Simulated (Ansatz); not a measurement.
Data:

MoS$_{2}$:
```cif
data_Mo4S8
_chemical_formula_sum 'Mo4 S8'
_space_group_name_H-M_alt 'Fm-3m'
_space_group_IT_number 225
_space_group_name_Hall '-F 4 2 3'
_cell_length_a 5.86539
_cell_length_b 5.86539
_cell_length_c 5.86539
_cell_angle_alpha 90.000
_cell_angle_beta 90.000
_cell_angle_gamma 90.000
loop_
_atom_site_label
_atom_site_type_symbol
_atom_site_symmetry_multiplicity
_atom_site_Wyckoff_symbol
_atom_site_fract_x
_atom_site_fract_y
_atom_site_fract_z
_atom_site_occupancy
Mo1 Mo 4 a 0.00000 0.00000 0.00000 1
S1 S 8 c 0.25000 0.25000 0.25000 1
```
(The calculation used a cell of 3 atoms; values per cell refer to that cell.)

This is the r²SCAN-relaxed structure.

Question: All from the program Ansatz at the r²SCAN level (PAW), unless another level is named. Give the Poisson's ratio.

Answer: 0.43.

Question: And the elastic constants (relaxed ions, GPa)?

Answer: C11 = 198, C12 = 115, C44 = 14.2.

The cell is a constructed one: a structure type filled with these elements; neither database checked (COD, Materials Project) lists it. It is not the phase usual at ambient conditions (space group No. 160, 194). The cell was relaxed with r²SCAN under the symmetry of its start; whether a distortion lowers the energy is not shown. The run is not spin-polarised. As this level gives no gap, shear constants depend on the k-mesh and smearing (Fermi–Dirac, 0.1 eV here). On the denser mesh and wider smearing of the elastic run this cell carries a stress of 0.4 GPa.

Potentials: the earlier of the program's two PAW sets.
